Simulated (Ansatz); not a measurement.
CoPtO₂ (R-3m); field of 3000 T on the spins.

```xyz
4
Lattice="1.4123 0.8154 5.9394 -1.4123 0.8154 5.9394 0.0000 -1.6307 5.9394" Properties=species:S:1:pos:R:3 pbc="T T T"
Co    0.0000    0.0000    8.9091
Pt    0.0000    0.0000    0.0000
O     0.0000    0.0000   15.8182
O     0.0000    0.0000    2.0000
```

The geometry is a structure from the Materials Project, held fixed and not relaxed.

Functional, mesh and filling: PBE, 12×12×12 k mesh, Fermi–Dirac smearing of 0.05 eV. PAW means Ansatz 0.2.0 on its default frozen-core files. Site moments are integrated in spheres about the atoms. Start moments (μB): Co1 0.05, Pt2 0.05.

Iteration by iteration:

```json
{"iteration": "1", "Harris–Foulkes energy less the last (meV)": "-5340.369", "density residual (eV)": "9.1e+01", "M (μB)": "0.5461", "∫|m| (μB)": "0.5461"}
{"iteration": "2", "Harris–Foulkes energy less the last (meV)": "-2242.301", "density residual (eV)": "2.9e+01", "M (μB)": "0.8017", "∫|m| (μB)": "0.8021"}
{"iteration": "3", "Harris–Foulkes energy less the last (meV)": "-136.960", "density residual (eV)": "9.1e-01", "M (μB)": "0.1929", "∫|m| (μB)": "0.2103"}
{"iteration": "4", "Harris–Foulkes energy less the last (meV)": "-41.440", "density residual (eV)": "5.4e-01", "M (μB)": "0.1900", "∫|m| (μB)": "0.2036"}
{"iteration": "5", "Harris–Foulkes energy less the last (meV)": "-55.595", "density residual (eV)": "2.1e-01", "M (μB)": "0.2061", "∫|m| (μB)": "0.2154"}
{"iteration": "6", "Harris–Foulkes energy less the last (meV)": "-8.878", "density residual (eV)": "8.2e-02", "M (μB)": "0.2010", "∫|m| (μB)": "0.2081"}
{"iteration": "7", "Harris–Foulkes energy less the last (meV)": "-1.926", "density residual (eV)": "3.9e-02", "M (μB)": "0.2004", "∫|m| (μB)": "0.2056"}
{"iteration": "8", "Harris–Foulkes energy less the last (meV)": "-0.160", "density residual (eV)": "1.2e-02", "M (μB)": "0.2042", "∫|m| (μB)": "0.2076"}
{"iteration": "9", "Harris–Foulkes energy less the last (meV)": "-0.946", "density residual (eV)": "1.7e-02", "M (μB)": "0.2049", "∫|m| (μB)": "0.2068"}
{"iteration": "10", "Harris–Foulkes energy less the last (meV)": "-0.011", "density residual (eV)": "1.9e-03", "M (μB)": "0.2105", "∫|m| (μB)": "0.2116"}
{"iteration": "11", "Harris–Foulkes energy less the last (meV)": "0.081", "density residual (eV)": "4.3e-04", "M (μB)": "0.2114", "∫|m| (μB)": "0.2125"}
{"iteration": "12", "Harris–Foulkes energy less the last (meV)": "0.061", "density residual (eV)": "4.9e-04", "M (μB)": "0.2122", "∫|m| (μB)": "0.2133"}
{"iteration": "13", "Harris–Foulkes energy less the last (meV)": "0.095", "density residual (eV)": "3.5e-06", "M (μB)": "0.2129", "∫|m| (μB)": "0.2141"}
{"iteration": "14", "Harris–Foulkes energy less the last (meV)": "0.000", "density residual (eV)": "2.2e-06", "M (μB)": "0.2130", "∫|m| (μB)": "0.2142"}
{"iteration": "15", "Harris–Foulkes energy less the last (meV)": "0.000", "density residual (eV)": "3.0e-08", "M (μB)": "0.2129", "∫|m| (μB)": "0.2141"}
{"iteration": "16", "Harris–Foulkes energy less the last (meV)": "0.000", "density residual (eV)": "4.4e-08", "M (μB)": "0.2129", "∫|m| (μB)": "0.2140"}
{"iteration": "17", "Harris–Foulkes energy less the last (meV)": "0.000", "density residual (eV)": "8.1e-10", "M (μB)": "0.2129", "∫|m| (μB)": "0.2140"}
{"iteration": "18", "Harris–Foulkes energy less the last (meV)": "0.000", "density residual (eV)": "9.3e-11", "M (μB)": "0.2129", "∫|m| (μB)": "0.2140"}
```

Site moments (μB): Co1 0.02, Pt2 0.13, O3 0.00, O4 0.00. Cell moment 0.21 μB.

The Ansatz runs typed with the search for lower states off end where their start leads. Spin–orbit coupling is left out although heavy atoms are present. None of this fixes the real material's magnetic order: only patterns that fit the cell were computed, at zero temperature, with a functional that can overstate moments.
